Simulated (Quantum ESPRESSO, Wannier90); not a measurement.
Wannierisation of Al (fcc (Cu type))

```
begin unit_cell_cart
ang
    0.0000000000    2.0194650000    2.0194650000
    2.0194650000    0.0000000000    2.0194650000
    2.0194650000    2.0194650000    0.0000000000
end unit_cell_cart
begin atoms_frac
Al   0.0000000000  0.0000000000  0.0000000000
end atoms_frac
```

Cell from Materials Project (mp-134), symmetrised, no further relaxation. This is the element's usual structure. Level: PBEsol, no spin polarisation, no spin-orbit coupling; pw.x of Quantum ESPRESSO at 32 Ry with PseudoDojo potentials, 10×10×10 k-points, Wannier90. Density: 18×18×18 mesh, cold smearing 0.01 Ry.

Functional, cutoff and mesh named above are those of the base row (1); the first column says what each row takes instead. Model: 4 functions from bands 1-10, start hydrogen-like Al: s;p, disentangled but not localised (num_iter = 0), frozen window tied to the conduction edge or Fermi level of each row, as listed, which moves Ω_I and hoppings a little by itself. Energies are relative to the Fermi level; the misfit is to pw.x on a path, for states up to 1.0 eV relative to the Fermi level. The lattice is scaled uniformly, fractional positions fixed. The disentangled Ω_I can sit in another minimum from row to row.

| scale | frozen to (eV) | Ω_I (Å²) | rms misfit (meV) | bottom of band 1 (eV) | on-site Al1 pz minus Al1 s (eV) | hopping modulus Al1 px – Al1 py, R = 0 0 1 (eV) | hopping modulus Al1 s – Al1 px, R = 0 0 1 (eV) | hopping modulus Al1 s – Al1 s, R = 0 0 1 (eV) |
|---|---|---|---|---|---|---|---|---|
| 0.97 | 1.50 | 5.38 | 58 | -11.80 | 5.97 | 1.518 | 1.087 | 0.606 |
| 0.99 | 1.50 | 5.46 | 59 | -11.36 | 5.94 | 1.442 | 1.027 | 0.581 |
| 1 | 1.50 | 5.49 | 59 | -11.14 | 5.93 | 1.405 | 0.999 | 0.569 |
| 1.01 | 1.50 | 5.53 | 61 | -10.93 | 5.92 | 1.369 | 0.971 | 0.556 |
| 1.03 | 1.50 | 5.65 | 39 | -10.53 | 5.88 | 1.297 | 0.917 | 0.531 |
